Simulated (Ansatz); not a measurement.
**Ansatz 0.2.0, relaxation: Al$_{2}$Te$_{4}$Au**

Input:

```yaml
crystal:
  lattice:
    - [0.0, 5.990591, 0.0]
    - [5.990591, 0.0, 0.0]
    - [2.995296, 2.995296, -6.100965]
  atoms:
    - { symbol: Al, position: [0.5, 0.5, 0.0] }
    - { symbol: Au, position: [0.0, 0.0, 0.0] }
    - { symbol: Al, position: [0.75, 0.25, 0.5] }
    - { symbol: Te, position: [0.375, 0.375, 0.75] }
    - { symbol: Te, position: [0.625, 0.125, 0.25] }
    - { symbol: Te, position: [0.875, 0.875, 0.75] }
    - { symbol: Te, position: [0.125, 0.625, 0.25] }
  symmetry: { tolerance: 0.0003 }
kpoints:
  mp_grid: { grid: [5, 5, 5], shift: [0, 0, 0] }
magnetization:
  spin_polarized: false
scf:
  occupations: { method: fermi_dirac, width: 0.1136 }
  lower_state_search: "off"
hamiltonian:
  pseudopotentials: { kind: paw }
  xc: r2scan
basis:
  ecutwfc: 500
  fft_grid_basis: typed
relax:
  max_steps: 60
  cell: { p_target: 0.0 }
  f_tol: 0.03
output:
  forces: true
  stress: true
  eigenvalues: true
  bader: true
  populations: true
  elf: true
  write_potential: true
  volumetric_format: npy
  dos:
    e_range: [-12, 8]
    de: 0.05
    projected: { site_lists: { Al: [Al], Au: [Au], Te: [Te] } }
checkpoint:
  read: saved_state
```

Run with:

```bash
ansatz run input.yaml --threads 2 --pin off --max-ram 2560MiB --backend cpu --events-out ev --progress --plain --runs-dir out
```

Origin of the cell: a known structure type with other elements, at an estimated volume, so it need not be a known compound.

The saved state is a converged single point of the same cell.

Steps («new basis» is an SCF on plane waves selected anew at the same cell):

| step | ΔF (meV/atom) | max force component (eV/Å) | P (GPa) | volume (Å³) | SCF iterations | step was |
| --- | --- | --- | --- | --- | --- | --- |
| 1 | 0.0 | 0.719 | 2.98 | 218.95 | 5 | accepted |
| 2 | -39.2 | 0.221 | -1.53 | 225.90 | 9 | accepted |
| 3 | -47.5 | 0.031 | -0.60 | 222.01 | 7 | accepted |
| 4 | -48.5 | 0.022 | 0.20 | 216.92 | 7 | accepted |
| 5 | -48.7 | 0.004 | 0.03 | 218.49 | 7 | accepted |
| 6 | -48.8 | 0.002 | 0.00 | 218.68 | 7 | accepted |
| 7 | -48.8 | 0.000 | 0.00 | 218.80 | 9 | accepted |
| 8 | -48.8 | 0.000 | 0.00 | 218.80 | 7 | new basis |

Step 1, with forces in eV/Å:

```xyz
7
Lattice="0.000 5.991 0.000 5.991 0.000 0.000 2.995 2.995 -6.101" Properties=species:S:1:pos:R:3:forces:R:3 pbc="T T T" step=1
Al    2.995    2.995    0.000    0.000    0.000    0.000
Au    0.000    0.000    0.000    0.000    0.000    0.000
Al    2.995    5.991   -3.050    0.000    0.000    0.000
Te    4.493    4.493   -4.576    0.719    0.134    0.717
Te    1.498    4.493   -1.525    0.134   -0.719   -0.717
Te    7.488    7.488   -4.576   -0.719   -0.134    0.717
Te    4.493    1.498   -1.525   -0.134    0.719   -0.717
```

Step 2, with forces in eV/Å:

```xyz
7
Lattice="0.000 6.078 0.000 6.078 0.000 0.000 3.039 3.039 -6.115" Properties=species:S:1:pos:R:3:forces:R:3 pbc="T T T" step=2
Al    3.039    3.039    0.000    0.000    0.000    0.000
Au    0.000    0.000    0.000    0.000    0.000    0.000
Al    3.039    6.078   -3.058    0.000    0.000    0.000
Te    4.698    4.542   -4.450   -0.187   -0.131   -0.221
Te    1.503    4.418   -1.666   -0.131    0.187    0.221
Te    7.457    7.614   -4.450    0.187    0.131   -0.221
Te    4.575    1.660   -1.666    0.131   -0.187    0.221
```

Step 3, with forces in eV/Å:

```xyz
7
Lattice="0.000 6.064 0.000 6.064 0.000 0.000 3.032 3.032 -6.038" Properties=species:S:1:pos:R:3:forces:R:3 pbc="T T T" step=3
Al    3.032    3.032    0.000    0.000    0.000    0.000
Au    0.000    0.000    0.000    0.000    0.000    0.000
Al    3.032    6.064   -3.019    0.000    0.000    0.000
Te    4.663    4.506   -4.418   -0.008    0.031   -0.001
Te    1.474    4.433   -1.620    0.031    0.008    0.001
Te    7.464    7.622   -4.418    0.008   -0.031   -0.001
Te    4.590    1.631   -1.620   -0.031   -0.008    0.001
```

Step 4, with forces in eV/Å:

```xyz
7
Lattice="0.000 6.036 0.000 6.036 0.000 0.000 3.018 3.018 -5.955" Properties=species:S:1:pos:R:3:forces:R:3 pbc="T T T" step=4
Al    3.018    3.018    0.000    0.000    0.000    0.000
Au    0.000    0.000    0.000    0.000    0.000    0.000
Al    3.018    6.036   -2.977    0.000    0.000    0.000
Te    4.655    4.475   -4.340   -0.001    0.003   -0.022
Te    1.457    4.399   -1.615    0.003    0.001    0.022
Te    7.416    7.597   -4.340    0.001   -0.003   -0.022
Te    4.579    1.637   -1.615   -0.003   -0.001    0.022
```

Step 8, with forces in eV/Å:

```xyz
7
Lattice="0.000 6.070 0.000 6.070 0.000 0.000 3.035 3.035 -5.938" Properties=species:S:1:pos:R:3:forces:R:3 pbc="T T T" step=8
Al    3.035    3.035    0.000    0.000    0.000    0.000
Au    0.000    0.000    0.000    0.000    0.000    0.000
Al    3.035    6.070   -2.969    0.000    0.000    0.000
Te    4.673    4.509   -4.336    0.000    0.000    0.000
Te    1.474    4.432   -1.602    0.000    0.000    0.000
Te    7.467    7.632   -4.336    0.000    0.000    0.000
Te    4.596    1.638   -1.602    0.000    0.000    0.000
```

```yaml
Free_energy_lowered_by: 48.8 meV/atom
Volume_change: -0.07 %
Final_pressure: 0.00 GPa
Relaxation_steps_listed: 8
```

Caveats: no moments, though an odd count or open d shells may carry them; no spin-orbit coupling, though heavy elements are present; the relaxation held the start's symmetry, so the end may be a saddle point.

Time: 4.7 min on 2 threads of Arm Neoverse V2, on a shared host, peak memory 1 GiB, from a saved density.
